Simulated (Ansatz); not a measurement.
TlBi, DFT, PBEsol, all-electron LAPW, scalar-relativistic (Ansatz 0.2.0), on 1 thread of Arm Neoverse V1 (shared host).

Command: `ansatz run input.yaml --threads 1 --pin off --max-ram 2048MiB --backend cpu --events-out ev --progress --plain --runs-dir out`

```yaml
crystal:
  lattice:
    - [3.4577744329, 0.0, 0.0]
    - [0.0, 3.4577744329, 0.0]
    - [0.0, 0.0, 3.4577744329]
  atoms:
    - { symbol: Tl, position: [0.0, 0.0, 0.0] }
    - { symbol: Bi, position: [0.5, 0.5, 0.5] }
kpoints:
  mp_grid: { grid: [9, 9, 9] }
  band_path:
    path:
      - [0.0, 0.0, 0.0]
      - [0.0, 0.5, 0.0]
      - [0.5, 0.5, 0.0]
      - [0.0, 0.0, 0.0]
      - [0.5, 0.5, 0.5]
      - [0.0, 0.5, 0.0]
      - [0.5, 0.5, 0.5]
      - [0.5, 0.5, 0.0]
    npoints: 6
scf:
  occupations: { method: fermi_dirac, width: 0.05 }
hamiltonian:
  xc: pbesol
  pseudopotentials: { kind: all_electron, lapw: { basis_error: 0.001 } }
output:
  forces: true
  stress: true
  eigenvalues: true
  populations: true
```

Task: How large is the problem that the program sets up?

Result: 35 irreducible k-points, 341 plane waves at Γ, 44 bands.

Task: About how long does it take?

Result: 25 s of wall time for 9 SCF iterations. Times on shared machines scatter by tens of per cent.
